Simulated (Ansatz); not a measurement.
Data:

LaB₆:
```cif
data_B6La
_chemical_formula_sum 'La1 B6'
_space_group_name_H-M_alt 'P 1'
_space_group_IT_number 1
_cell_length_a 4.09832
_cell_length_b 4.09832
_cell_length_c 4.09832
_cell_angle_alpha 90.000
_cell_angle_beta 90.000
_cell_angle_gamma 90.000
loop_
_space_group_symop_operation_xyz
  'x, y, z'
loop_
_atom_site_label
_atom_site_type_symbol
_atom_site_fract_x
_atom_site_fract_y
_atom_site_fract_z
_atom_site_occupancy
La1 La 0.00000 0.00000 0.00000 1
B1 B 0.19991 0.50000 0.50000 1
B2 B 0.50000 0.19991 0.50000 1
B3 B 0.80009 0.50000 0.50000 1
B4 B 0.50000 0.80009 0.50000 1
B5 B 0.50000 0.50000 0.19991 1
B6 B 0.50000 0.50000 0.80009 1
```

This is the LDA-relaxed structure.

**Question.** All from DFT-LDA in the program Ansatz with PAW potentials, unless another level is named. Estimate the highest zone-centre frequency.

**Answer.** 1305 cm^-1.

**Question.** And the Young's modulus?

**Answer.** 340 GPa.

**Question.** Give the elastic constants (relaxed ions, GPa).

**Answer.** C11 = 509, C12 = 28.3, C44 = 97.8.

Space group Pm-3m. Symmetry was held in the LDA relaxation; of distortions, only those at the zone centre were tested. As this level gives no gap, shear constants depend on the k-mesh and smearing (Fermi–Dirac, 0.1 eV here). As this level gives no gap, phonon frequencies hold no LO–TO term and depend on the k-mesh and smearing (Fermi–Dirac, 0.1 eV here). Scalar-relativistic: spin–orbit coupling is off unless named, which matters more the heavier the elements.

Potentials: the later of the program's two PAW sets.
